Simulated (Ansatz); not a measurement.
The relaxed structure here is a generated cell of Mo: the first start was made by a random draw of sites in a space group, and the end was not matched to a known phase here, so it may be hypothetical. Known forms of Mo include space group No. 229.

A relaxed cell of Mo (Pm-3m (No. 221)), relaxed on a k-mesh at least as fine as the one used below. All values below come from r2SCAN (plane waves to 500 eV, PAW, scalar-relativistic; Ansatz, a first-principles code). Γ-centred k-mesh 6×12×12 on the run's cell (coarser than for final values), Fermi–Dirac smearing 0.05 eV.

```yaml
crystal:
  lattice:
    - [5.17295, 0.00000, 0.00000]
    - [0.00000, 2.58647, 0.00000]
    - [0.00000, 0.00000, 2.58647]
  atoms:
    - { symbol: Mo, position: [0.25000, 0.50000, 0.50000] }
    - { symbol: Mo, position: [0.75000, 0.50000, 0.50000] }
```

The atoms are displaced by (Å):

| atom | ux | uy | uz |
|---|---|---|---|
| Mo1 | 0.111 | -0.110 | -0.005 |
| Mo2 | -0.138 | -0.067 | -0.028 |

Task: What forces (eV/Å) and pressure result?

Result: 
| atom | Fx | Fy | Fz |
|---|---|---|---|
| Mo1 | -3.00 | -0.18 | 0.10 |
| Mo2 | 3.00 | 0.18 | -0.10 |

Pressure +7.9 GPa.

The undisplaced cell is probably no minimum: from this displacement the run went on to Im-3m (No. 229), 1.22 eV/atom below it.

No spin polarisation in the result.
